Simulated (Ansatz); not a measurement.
## Fields on a plane of PtPb (NiAs type)

```xyz
4
Lattice="4.3212 0.0000 0.0000 -2.1606 3.7423 0.0000 0.0000 0.0000 5.5203" Properties=species:S:1:pos:R:3 pbc="T T T"
Pt     0.0000     0.0000     2.7601
Pt     0.0000     0.0000     0.0000
Pb     0.0000     2.4948     1.3801
Pb     2.1606     1.2474     4.1402
```

The slice is a (0001) plane (indices of the conventional cell) through the point (0.000, 0.000, 0.000) (fractional), spanned by u = [110] and v = [1 -1 0] in vectors of this cell: u (4.32 Å) and v (7.48 Å, at 90° to u). It covers one period; positions are fractions (u, v).

Atoms on it: Pt at (0.00, 0.00); Pt at (0.50, 0.50).

All values below come from r2SCAN (plane waves to 500 eV, PAW, scalar-relativistic; Ansatz, a quantum-chemistry and plane-wave program). k mesh 12×12×9. Near the nuclei the fields are pseudised (PAW); where an atom keeps semicore shells as valence, they peak there. PtPb is run without spin polarisation. PtPb was relaxed with its symmetry unable to fall. Spin-orbit coupling is left out, though Pb and Pt are heavy.

```
v \ u  0.00  0.17  0.33  0.50  0.67  0.83
-----  ----  ----  ----  ----  ----  ----
0.94      x     x   8.5   8.5   8.5     x
0.84    4.2   7.9   8.3   6.0   8.3   7.9
0.75    7.9   9.0   9.0   7.9   9.0   9.0
0.66    6.0   8.3   7.9   4.2   7.9   8.3
0.56    8.5   8.5     x     x     x   8.5
0.47    9.2   8.5     x     x     x   8.5
0.38    6.6   8.4   4.6     x   4.6   8.4
0.28    6.9   8.6   9.3   8.4   9.3   8.6
0.19    7.8   9.1   8.3   6.2   8.3   9.1
0.09      x  <1.0   8.5   7.5   8.5  <1.0
0.00      x     x   8.4   9.4   8.4     x
```

Values: electrostatic potential energy of an electron, from the cell's mean, in eV. Points within 1 Å of a nucleus are blanked (x), as the pseudised field means little there. Values under 1 eV are set to 1. The zero, the cell's mean, hangs on the PAW cores.

```
|xx974321000123479x|
|x98633211011233689|
|876433211111233467|
|543332222222223334|
|333322122222122333|
|332211112221111223|
|221100012221000112|
|211000011211000011|
|221000112221100012|
|221111223332211112|
|222122333333322122|
|222223334543332222|
|111233467876433211|
|011233689x98633211|
|00123479xxx9743210|
|0012348xxxxx843210|
|00123479xxx9743210|
|011233689x98633211|
|111233467876433211|
|222223334543332222|
|222122333333322122|
|221111223332211112|
|221000112221100012|
|211000011211000011|
|221100012221000112|
|332211112221111223|
|333322122222122333|
|543332222222223334|
|876433211111233467|
|x98633211011233689|
|xx974321000123479x|
|xxx8432100012348xx|
```
Scale: ten equal steps from 0.14 (start of '0') to 0.64 (end of '9'), in the order '0123456789'. Values: electron localisation function (ELF). The map has 18 points along u (one character each, u = 0 at the left) and 32 along v (v = 0 in the bottom row). Points within 0.5 Å of a nucleus are blanked (x), as the pseudised field means little there.
